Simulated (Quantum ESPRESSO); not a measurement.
## Mg4ZrSn2Al (input and log of a self-consistent run)

A calculation, not a measurement. The program is pw.x of Quantum ESPRESSO 7.5 (plane-wave density functional theory). The cell is made up: eight metal atoms on a face-centred cubic lattice, with elements, volume, strain and displacements drawn at random and not relaxed, so it may be unstable or far from any real phase. PseudoDojo standard norm-conserving files set the functional (PBE unless stated); there is no spin polarisation or spin-orbit coupling, the Fermi-Dirac width of 0.25 eV means electrons at about 2900 K, and the masses in the input are unused placeholders. The tin pseudopotential is less sure than most, with forces differing by about three percent from a second method on plain tin. A spin test at this wide smearing found no moment, but such smearing suppresses magnetism that the real alloy may have.

Input:

```
&control calculation='scf', pseudo_dir='./dojo.nc.sr.pbe.v0_5.standard.upf', outdir='./o', disk_io='medium', tprnfor=.true., tstress=.true. /
&system ibrav=0, nat=8, ntyp=4, nbnd=51, ecutwfc=84.00895049, nosym=.true., tot_charge=0,
 occupations='smearing', smearing='fd', degauss=0.0183746611
/
&electrons conv_thr=1.470e-08, electron_maxstep=70, mixing_beta=0.5 /
ATOMIC_SPECIES
Al 1.0 Al.upf
Mg 1.0 Mg.upf
Sn 1.0 Sn.upf
Zr 1.0 Zr.upf
CELL_PARAMETERS angstrom
-4.2786 0.0277 0.0526
-2.0853 -4.3625 -2.1694
-2.1905 -4.243 6.3747
ATOMIC_POSITIONS angstrom
Mg -0.0233 -0.0069 -0.0961
Zr -2.0961 -4.2961 2.1101
Mg -2.076 -2.1951 0.2277
Mg -4.4271 -6.4277 2.0308
Sn -4.2836 -4.1455 4.2567
Mg -4.3396 -3.9845 -0.0317
Sn -4.305 -2.0721 2.1599
Al -6.5486 -6.5105 4.2689
K_POINTS automatic
6 5 3 1 1 1
```

The log is shortened where brackets say so; the opening notice, blank lines, dates and the lines on written files are dropped, and the path of the files is cut. It prints rydbergs, bohrs and kilobars, and counts compression as positive stress. Its total energy is the free energy E - TS of the whole cell.

```
     Program PWSCF v.7.5
     Parallel version (MPI & OpenMP), running on       1 processor cores
     Number of MPI processes:                 1
     Threads/MPI process:                     1
     [start-up lines left out]
     bravais-lattice index     =            0
     lattice parameter (alat)  =       8.0862  a.u.
     unit-cell volume          =    1071.8541 (a.u.)^3
     number of atoms/cell      =            8
     number of atomic types    =            4
     number of electrons       =        83.00
     number of Kohn-Sham states=           51
     kinetic-energy cutoff     =      84.0090  Ry
     charge density cutoff     =     336.0358  Ry
     scf convergence threshold =      1.5E-08
     mixing beta               =       0.5000
     number of iterations used =            8  plain     mixing
     Exchange-correlation= PBE
                           (   1   4   3   4   0   0   0)
     [axes and pseudopotential details left out]
   Cartesian axes
     site n.     atom                  positions (alat units)
         1        Mg     tau(   1) = (  -0.0054452  -0.0016125  -0.0224585  )
         2        Zr     tau(   2) = (  -0.4898560  -1.0039932   0.4931277  )
         3        Mg     tau(   3) = (  -0.4851586  -0.5129921   0.0532132  )
         4        Mg     tau(   4) = (  -1.0346078  -1.5021455   0.4745954  )
         5        Sn     tau(   5) = (  -1.0010720  -0.9687982   0.9947855  )
         6        Mg     tau(   6) = (  -1.0141591  -0.9311727  -0.0074083  )
         7        Sn     tau(   7) = (  -1.0060731  -0.4842472   0.5047659  )
         8        Al     tau(   8) = (  -1.5303997  -1.5214957   0.9976366  )
     number of k points=    45  Fermi-Dirac smearing, width (Ry)=  0.0184
                       cart. coord. in units 2pi/alat
        k(    1) = (  -0.0834151  -0.0748262   0.0334071), wk =   0.0444444
        k(    2) = (  -0.0864571   0.0938511  -0.3028661), wk =   0.0444444
     [further k points left out]
     Dense  grid:   111457 G-vectors     FFT dimensions: (  48,  60,  90)
     Estimated max dynamical RAM per process >     157.14 MB
     Initial potential from superposition of free atoms
     starting charge      82.9889, renormalised to      83.0000
     Starting wfcs are   52 randomized atomic wfcs
     total cpu time spent up to now is       17.5 secs
     per-process dynamical memory:   115.5 Mb
     Self-consistent Calculation
     iteration #  1     ecut=    84.01 Ry     beta= 0.50
     Davidson diagonalization with overlap
     ethr =  1.00E-02,  avg # of iterations =  5.6
     Threshold (ethr) on eigenvalues was too large:
     Diagonalizing with lowered threshold
     Davidson diagonalization with overlap
     ethr =  7.28E-04,  avg # of iterations =  1.9
     total cpu time spent up to now is      117.8 secs
     total energy              =    -895.98684522 Ry
     estimated scf accuracy    <       0.59543271 Ry
     iteration #  2     ecut=    84.01 Ry     beta= 0.50
     Davidson diagonalization with overlap
     ethr =  7.17E-04,  avg # of iterations =  5.9
     total cpu time spent up to now is      175.5 secs
     total energy              =    -895.89776097 Ry
     estimated scf accuracy    <       4.07532201 Ry
     iteration #  3     ecut=    84.01 Ry     beta= 0.50
     Davidson diagonalization with overlap
     ethr =  7.17E-04,  avg # of iterations =  4.9
     total cpu time spent up to now is      236.0 secs
     total energy              =    -896.28924393 Ry
     estimated scf accuracy    <       0.04877237 Ry
     iteration #  4     ecut=    84.01 Ry     beta= 0.50
     Davidson diagonalization with overlap
     ethr =  5.88E-05,  avg # of iterations =  5.1
     total cpu time spent up to now is      301.1 secs
     total energy              =    -896.29718021 Ry
     estimated scf accuracy    <       0.00544996 Ry
     iteration #  5     ecut=    84.01 Ry     beta= 0.50
     Davidson diagonalization with overlap
     ethr =  6.57E-06,  avg # of iterations =  5.6
     total cpu time spent up to now is      366.2 secs
     total energy              =    -896.29715007 Ry
     estimated scf accuracy    <       0.00806523 Ry
     iteration #  6     ecut=    84.01 Ry     beta= 0.50
     Davidson diagonalization with overlap
     ethr =  6.57E-06,  avg # of iterations =  2.1
     total cpu time spent up to now is      421.4 secs
     total energy              =    -896.29820868 Ry
     estimated scf accuracy    <       0.00049514 Ry
     iteration #  7     ecut=    84.01 Ry     beta= 0.50
     Davidson diagonalization with overlap
     ethr =  5.97E-07,  avg # of iterations =  2.5
     total cpu time spent up to now is      475.8 secs
     total energy              =    -896.29827903 Ry
     estimated scf accuracy    <       0.00003248 Ry
     iteration #  8     ecut=    84.01 Ry     beta= 0.50
     Davidson diagonalization with overlap
     ethr =  3.91E-08,  avg # of iterations =  3.9
     total cpu time spent up to now is      532.7 secs
     total energy              =    -896.29828238 Ry
     estimated scf accuracy    <       0.00000574 Ry
     iteration #  9     ecut=    84.01 Ry     beta= 0.50
     Davidson diagonalization with overlap
     ethr =  6.92E-09,  avg # of iterations =  2.0
     total cpu time spent up to now is      581.0 secs
     total energy              =    -896.29828283 Ry
     estimated scf accuracy    <       0.00000047 Ry
     iteration # 10     ecut=    84.01 Ry     beta= 0.50
     Davidson diagonalization with overlap
     ethr =  5.64E-10,  avg # of iterations =  4.2
     total cpu time spent up to now is      642.1 secs
     total energy              =    -896.29828295 Ry
     estimated scf accuracy    <       0.00000007 Ry
     iteration # 11     ecut=    84.01 Ry     beta= 0.50
     Davidson diagonalization with overlap
     ethr =  7.90E-11,  avg # of iterations =  2.5
     total cpu time spent up to now is      694.7 secs
     End of self-consistent calculation
     [lines on levels left out]
!    total energy              =    -896.29828296 Ry
     estimated scf accuracy    <          1.4E-09 Ry
     smearing contrib. (-TS)   =      -0.05872161 Ry
     internal energy E=F+TS    =    -896.23956135 Ry
     The total energy is F=E-TS. E is the sum of the following terms:
     one-electron contribution =    -487.93800793 Ry
     hartree contribution      =     263.37820135 Ry
     xc contribution           =    -174.29567884 Ry
     ewald contribution        =    -497.38407593 Ry
     convergence has been achieved in  11 iterations
     Forces acting on atoms (cartesian axes, Ry/au):
     atom    1 type  2   force =     0.00113135    0.00383606    0.01045903
     atom    2 type  4   force =    -0.03274303   -0.02476257    0.03526804
     atom    3 type  2   force =    -0.02665737    0.03453599   -0.05346783
     atom    4 type  2   force =     0.03738918    0.01216449    0.01408327
     atom    5 type  3   force =    -0.01214189   -0.04567567    0.01076906
     atom    6 type  2   force =     0.01964310   -0.03794699    0.00116231
     atom    7 type  3   force =     0.00393071    0.03531247   -0.00193799
     atom    8 type  1   force =     0.00944795    0.02253623   -0.01633589
     Total force =     0.125968     Total SCF correction =     0.000109
     Computing stress (Cartesian axis) and pressure
          total   stress  (Ry/bohr**3)                   (kbar)     P=       88.09
   0.00042605   0.00001198   0.00012150           62.67        1.76       17.87
   0.00001198   0.00073024  -0.00009525            1.76      107.42      -14.01
   0.00012150  -0.00009525   0.00064018           17.87      -14.01       94.17
     init_run     :     17.06s CPU     17.38s WALL (       1 calls)
     electrons    :    654.66s CPU    677.25s WALL (       1 calls)
     forces       :      7.51s CPU      7.60s WALL (       1 calls)
     stress       :     24.12s CPU     24.26s WALL (       1 calls)
     [timing details left out]
     PWSCF        :  11m43.71s CPU  12m 7.15s WALL
     JOB DONE.
```

In other units: free energy -12194.759 eV for the cell, pressure 8.81 GPa, largest force component 1.375 eV/Å in size. The run took 728 s of wall time with one process on a shared machine (AMD EPYC, Zen 5, virtual cores), so the time is rough. A rerun of this cell at a higher cutoff and on a denser mesh moved values by no more than 0.019 eV in energy, 0.12 GPa in stress and 0.017 eV/Å in force, and a second program with other atomic files agreed on that cell to 2 % rms in force and 0.5 GPa in pressure.